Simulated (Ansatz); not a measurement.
**HfC: stiffness from a series of strains**

```
CELL_PARAMETERS angstrom
0.00000 2.32500 2.32500
2.32500 0.00000 2.32500
2.32500 2.32500 0.00000
ATOMIC_POSITIONS crystal
Hf 0.50000 0.50000 0.50000
C 0.00000 0.00000 0.00000
```

Atoms are numbered in the order listed.

The cell comes from COD entry 1539502, which wasn't checked; take it as a given geometry.

Spin–orbit coupling is left out, though it moves levels of the heavy atoms by tenths of an eV or more.

Method: Ansatz 0.2.0, DFT, PBEsol, all-electron LAPW, scalar-relativistic.

Numerical set-up: a Γ-centred 15×15×15 k mesh, Fermi–Dirac smearing of 0.05 eV, basis error target 1 meV/atom, no spin polarisation.

The strain is applied along the Cartesian axes of the cell as listed (the other components stay zero). Fractional coordinates are held (clamped ions).

σ is the change of stress from the unstrained cell, which is at -6.51 GPa; tension is positive, so slopes are stress–strain coefficients at that pressure. In a metal the k mesh adds noise.

Only quantities that a quadratic follows smoothly over the whole series are listed; rougher ones are left out.

```tsv
εzz	σzz (GPa)	σxx (GPa)
-0.0300	-16.85	-3.02
-0.0200	-10.57	-2.01
0.0000	0.00	0.00
0.0100	4.45	0.96
0.0200	8.44	1.86
0.0300	12.01	2.70
```

Fit the series and read off the stiffness at zero strain.

Least-squares fits y = p0 + p1 x + p2 x² to the rows give σzz (GPa): p1 = 479, p2 = -2700; σxx (GPa): p1 = 95.8, p2 = -190. So C11 = 479 GPa and C12 = 96 GPa, which gives B = (C11 + 2 C12)/3 = 224 GPa.

One run, at εzz = -0.0100, is withheld. Predict its row.

The fits give -5.08, -0.97; the run gave -4.97, -0.99.
